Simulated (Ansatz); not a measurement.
# Ansatz 0.2.0, settings compared: Li$_{3}$LaCd$_{2}$

The input file (Ansatz 0.2.0, plane waves):

```yaml
crystal:
  lattice:
    - [4.569706, 0.0, 0.0]
    - [-2.284853, 3.957486, 0.0]
    - [0.0, 0.0, 7.332429]
  atoms:
    - { symbol: Li, position: [0.3333, 0.6667, 0.646] }
    - { symbol: Li, position: [0.6667, 0.3333, 0.354] }
    - { symbol: Li, position: [0.0, 0.0, 0.5] }
    - { symbol: La, position: [0.0, 0.0, 0.0] }
    - { symbol: Cd, position: [0.3333, 0.6667, 0.25575] }
    - { symbol: Cd, position: [0.6667, 0.3333, 0.74425] }
  symmetry: { tolerance: 0.0003 }
kpoints:
  mp_grid: { grid: [5, 5, 3], shift: [0, 0, 0] }
magnetization:
  spin_polarized: false
scf:
  occupations: { method: fermi_dirac }
hamiltonian:
  pseudopotentials: { kind: paw }
  xc: r2scan
basis:
  ecutwfc: 500
output:
  forces: true
  stress: true
  eigenvalues: true
relax:
  max_steps: 40
  cell: {}
```

Launch command:

```bash
ansatz run input.yaml --threads 1 --pin off --max-ram 2560MiB --backend cpu --events-out ev --progress --plain --runs-dir out
```

Origin of the cell: a known structure type with other elements, at an estimated volume, so it need not be a known compound.

The smearing width isn't typed, so it takes its default of 0.1 eV.

Output of this run (shortened):

```
Warning: the atoms were moved onto the symmetric positions of the space group found under crystal.symmetry.tolerance 3.0e-4 (fractional; no operation is sought that the atoms, as they stand i […]
Pseudopotentials: kind: paw
Pseudopotential: Li, paw, valence charge 3, recommended cutoff 500 eV (meta_gga), Li.paw.azcp
Pseudopotential: La, paw, valence charge 11, recommended cutoff 500 eV (meta_gga), La.paw.azcp
Pseudopotential: Cd, paw, valence charge 20, recommended cutoff 500 eV (meta_gga), Cd.paw.azcp
Functional definition: r2SCAN
  exchange = r2scan_x(k0 = k0, k1 = k1, a1 = a1)
  correlation = r2scan_c
Crystal: 6 atoms, lattice volume = 132.604 Å³
Basis set: ecut = 500 eV, 3393 PW (Γ), exchange–correlation on 144×144×216 points (64 copies of the dense FFT grid, shifted against one another)
Bands: 36, of which v1, the nominal top of the filled ones, is band 30 counted from 1 (29 counted from 0)
[… 11 lines left out …]
Initial density: superposition of atomic densities (neutral atoms: chi_scale 0, normalization atom), corrected by the library's trained network
Functional: x = r2scan, c = r2scan; τ floored in thin density (d = 2e-4 eV/Å³)
SCF iter   1: F=—  HF=-23417.322128 eV  Δρ=6.00e-3  dr2=6.82e-2  dr2_τ=9.88e-3
SCF iter   2: F=—  HF=-23417.375492 eV  Δρ=3.42e-3  dr2=2.92e-2  dr2_τ=7.11e-4
SCF iter   3: F=—  HF=-23417.370075 eV  Δρ=6.31e-4  dr2=1.54e-3  dr2_τ=1.21e-4
SCF iter   4: F=—  HF=-23417.370263 eV  Δρ=3.76e-4  dr2=4.95e-4  dr2_τ=4.32e-6
SCF iter   5: F=—  HF=-23417.370327 eV  Δρ=1.53e-4  dr2=8.88e-5  dr2_τ=1.39e-6
SCF iter   6: F=—  HF=-23417.370347 eV  Δρ=5.05e-5  dr2=2.08e-5  dr2_τ=1.42e-7
SCF iter   7: F=—  HF=-23417.370346 eV  Δρ=2.46e-5  dr2=4.04e-6  dr2_τ=1.74e-8
SCF iter   8: F=—  HF=-23417.370346 eV  Δρ=5.73e-6  dr2=1.81e-7  dr2_τ=1.58e-9
SCF iter   9: F=-23417.370346 eV  HF=-23417.370346 eV  Δρ=9.35e-7  dr2=1.19e-9  dr2_τ=6.19e-11
relax step   1: F+E_penalty+E_count = -23417.370346 eV  Δ(F+E_penalty+E_count) = +0.000e0 eV  max|allowed force component| = 3.156e-1 eV/Å  Δτ_max = 0.0000 Å  P = +2.755 GPa  Ω = 132.604 Å³ […]
relax step   2: F+E_penalty+E_count = -23417.462747 eV  Δ(F+E_penalty+E_count) = -9.240e-2 eV  max|allowed force component| = 2.142e-1 eV/Å  Δτ_max = 0.1513 Å  P = -0.995 GPa  Ω = 145.906 Å³ […]
relax step   3: F+E_penalty+E_count = -23417.513534 eV  Δ(F+E_penalty+E_count) = -5.079e-2 eV  max|allowed force component| = 3.923e-2 eV/Å  Δτ_max = 0.0932 Å  P = -0.289 GPa  Ω = 142.686 Å³ […]
relax step   4: F+E_penalty+E_count = -23417.529238 eV  Δ(F+E_penalty+E_count) = -1.570e-2 eV  max|allowed force component| = 1.713e-2 eV/Å  Δτ_max = 0.0664 Å  P = +0.005 GPa  Ω = 141.174 Å³ […]
relax step   5: F+E_penalty+E_count = -23417.533473 eV  Δ(F+E_penalty+E_count) = -4.235e-3 eV  max|allowed force component| = 2.103e-2 eV/Å  Δτ_max = 0.0304 Å  P = +0.013 GPa  Ω = 140.766 Å³ […]
relax step   6: F+E_penalty+E_count = -23417.534052 eV  Δ(F+E_penalty+E_count) = -5.793e-4 eV  max|allowed force component| = 1.790e-3 eV/Å  Δτ_max = 0.0059 Å  P = -0.006 GPa  Ω = 140.718 Å³ […]
relax step   7: F+E_penalty+E_count = -23417.537161 eV  Δ(F+E_penalty+E_count) = -3.109e-3 eV  max|allowed force component| = 1.812e-3 eV/Å  Δτ_max = 0.0000 Å  P = +0.004 GPa  Ω = 140.718 Å³  stress off target by 3.55e-2 GPa […]
SCF 7 converged in 7 iterations: F = -23417.537161 eV  dr2 = 3.00e-11
basis re-selected at this cell: Δ(F+E_penalty+E_count) = -3.109e-3 eV, ΔP = +0.010 GPa vs the last step (what re-selecting the basis moved, of the pressure what is left beyond the Pulay corre […]
SCF converged after 7 iterations
Free energy (F): -23417.537161 eV
Harris-Foulkes:  -23417.537161 eV  (|F-HF|=0.00e0)
Internal energy: -23417.378271 eV  (E = F + TS)
E sigma→0 (E₀):  -23417.457716 eV
Entropy (-TS):   -0.158890 eV (-26.482 meV/atom)
Fermi energy:    7.703740 eV
--- Per-component energies (eV) ---
  E_band       = -1413.561379
  E_kinetic    = 1266.103839
  E_local      = -8769.838174  (includes V_loc(G=0)·N_el)
  E_nonlocal   = 56.023333
  E_hartree    = 3953.939326
  E_xc         = -498.999291
  E_vxc        = -697.827651  (∫ρ·V_xc dr)
  E_paw        = -13708.883877  (= ΣΔE_a)
  E_vpaw       = -1223.210139  (= ΣTr[D̂ρ^β])
  E_aug_tail   = -0.000288  (compensation charges beyond the density's cutoff)
  E_vtau       = 47.308882  (kinetic-family band-sum trace: ∫τ·v_τ [+ j·A + Jᵃ·Aᵃ] dr)
  E_ewald      = -5714.662110
  E_core_change = -1.061029  (= ΣΔE_core)
  E_smearing   = -0.158890  (= −TS)
  Σ components = -23417.537161   (vs F -23417.537161, Δ=0.00e0)
--- Forces (eV/Å), atoms counted from 1 ---
  atom   1  Li    -0.000000     0.000000    -0.001812
  atom   2  Li     0.000000    -0.000000     0.001812
  atom   3  Li     0.000000     0.000000     0.000000
  atom   4  La     0.000000     0.000000     0.000000
  atom   5  Cd     0.000000    -0.000000    -0.001320
  atom   6  Cd     0.000000     0.000000     0.001320
  max |Σ_I F_I| component: 4.63e-18 eV/Å
--- Stress (GPa, compression-positive) ---
        0.023761       0.000000      -0.000000
        0.000000       0.023761       0.000000
       -0.000000       0.000000      -0.035463
  P = ⅓ Tr σ = 0.0040 GPa (0.040 kbar)
--- Relaxed structure (6 steps of the walk, 6 accepted, 1 SCFs on fresh bases) ---
  F+E_penalty+E_count = -23417.537161 eV   max|allowed force component| = 1.812e-3 eV/Å   (the final SCF, on the basis selected at the relaxed cell)
  cell:  # Å, volume = 140.7177 Å³
    - [4.838363, 0.0, 3.166e-18]
    - [-2.419181, 4.190145, -1.583e-18]
    - [5.080e-18, 0.0, 6.940987]
  atoms:
    - { symbol: Li, position: [0.333333, 0.666667, 0.667891] }
    - { symbol: Li, position: [0.666667, 0.333333, 0.332109] }
    - { symbol: Li, position: [0.0, 0.0, 0.5] }
    - { symbol: La, position: [0.0, 0.0, -1.380e-19] }
    - { symbol: Cd, position: [0.333333, 0.666667, 0.271005] }
    - { symbol: Cd, position: [0.666667, 0.333333, 0.728995] }
```

The same input was run again with these changes:

1. `scf.mixing.algorithm` default → broyden; `scf.mixing.beta` default → 0.7; `scf.occupations.method` fermi_dirac → cold; `scf.occupations.width` default → 0.1
2. `scf.occupations.method` fermi_dirac → gaussian; `scf.occupations.width` default → 0.15
3. `hamiltonian.pseudopotentials` { kind: paw } → { kind: nc, accuracy: standard }; `scf.occupations.method` fermi_dirac → tetrahedron_uncorrected
4. `ENCUT` default → 60; `scf.max_iter` default → 50

```json
{"run": "base", "end": "converged", "SCF iterations": "52", "volume (Å³/atom)": "23.45", "max force component (eV/Å)": "0.002", "gap on mesh (eV)": "none", "moment (μB)": "–", "ΔE(σ→0) (meV/atom)": "0"}
{"run": "1", "end": "converged", "SCF iterations": "46", "volume (Å³/atom)": "23.50", "max force component (eV/Å)": "0.003", "gap on mesh (eV)": "none", "moment (μB)": "–", "ΔE(σ→0) (meV/atom)": "1.52"}
{"run": "2", "end": "converged", "SCF iterations": "53", "volume (Å³/atom)": "23.47", "max force component (eV/Å)": "0.002", "gap on mesh (eV)": "none", "moment (μB)": "–", "ΔE(σ→0) (meV/atom)": "1.33"}
{"run": "3", "end": "relaxation steps ran out", "SCF iterations": "321", "volume (Å³/atom)": "–", "max force component (eV/Å)": "–", "gap on mesh (eV)": "–", "moment (μB)": "–", "ΔE(σ→0) (meV/atom)": "–"}
{"run": "4", "end": "input refused", "SCF iterations": "0", "volume (Å³/atom)": "–", "max force component (eV/Å)": "–", "gap on mesh (eV)": "–", "moment (μB)": "–", "ΔE(σ→0) (meV/atom)": "–"}
```

Energies are compared only where functional, datasets, charge and starting cell are the same.

Caveats of the base run: no spin-orbit coupling, though heavy elements are present; the k mesh is coarse if the cell is a metal; the relaxation held the start's symmetry, so the end may be a saddle point.

The base run took 36 s of wall time on 1 CPU thread(s) of a shared host, from the program's own first density.
